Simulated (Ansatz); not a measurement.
Relaxing indium (hcp)

These are results of DFT, PBEsol, plane waves (420 eV) with PAW, scalar-relativistic in Ansatz, not measurements. (PAW data from PBE, frozen cores regenerated.)

k-point mesh 11×11×6, Fermi-Dirac smearing 0.1 eV, no spin polarisation. Cell and atoms relax.

Starting structure:

```xyz
2
Lattice="3.3314 0.0000 0.0000 -1.6657 2.8851 0.0000 0.0000 0.0000 5.4402" Properties=species:S:1:pos:R:3 pbc="T T T"
In    0.0000    1.9234    1.3600
In    1.6657    0.9617    4.0801
```

Problem. What cell does the relaxation end in?

Solution. P6_3/mmc with a = 3.316 Å, c = 5.394 Å (c/a = 1.626); 25.69 Å³ per atom against 26.14 at the start (-1.8 %).

Problem. How much energy does the relaxation gain?

Solution. 1.1 meV per atom.

Path of the relaxation (the plane waves are chosen anew near the end, which can shift the energy a little):

| step | E − E(final) (meV/atom) | V (Å³/atom) | P (GPa) | max force (eV/Å) |
| --- | --- | --- | --- | --- |
| 0 | 1.12 | 26.144 | -0.73 | 0.000 |
| 1 | -0.10 | 25.694 | -0.01 | 0.000 |
| 2 | -0.11 | 25.686 | 0.01 | 0.000 |
| 3 | 0.00 | 25.686 | 0.01 | 0.000 |
